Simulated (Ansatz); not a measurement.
This cell of ZnCu (CsCl type) is off equilibrium:

```xyz
4
Lattice="5.8376 0.0000 0.0000 2.9188 2.9188 0.0000 2.9188 0.0000 2.9188" Properties=species:S:1:pos:R:3 pbc="T T T"
Zn     0.0000     0.0000     0.0833
Zn     2.9188     0.0000    -0.0833
Cu     7.2970     1.4594     1.4594
Cu     4.3782     1.4594     1.4594
```

Computed with r2SCAN (plane waves to 500 eV, PAW, scalar-relativistic; Ansatz, an electronic-structure program). k mesh 16×16×16 (Γ-centred), Fermi-Dirac smearing 0.05 eV. Stress and pressure are positive under compression. With partly filled bands, energies and forces of such displacements shift with the k mesh and the smearing. ZnCu is run without spin polarisation. ZnCu was relaxed with its symmetry unable to fall.

**Question.** What forces act on the atoms (eV/Å, Cartesian)?

**Answer.** 
```json
[
 {"atom": "Zn1", "Fx": "0.000", "Fy": "0.000", "Fz": "-0.602"},
 {"atom": "Zn2", "Fx": "0.000", "Fy": "0.000", "Fz": "0.602"},
 {"atom": "Cu3", "Fx": "0.000", "Fy": "0.000", "Fz": "0.000"},
 {"atom": "Cu4", "Fx": "0.000", "Fy": "0.000", "Fz": "0.000"}
]
```

**Question.** What is the stress tensor (GPa)?

**Answer.** 
```
    0.6      0.0      0.0
    0.0      0.6      0.0
    0.0      0.0      0.6
```
The pressure, a third of the trace, is 0.6 GPa.

(For displaced atoms, the force is minus the slope of the energy, and its curvature is a force constant, which sets phonon frequencies.)
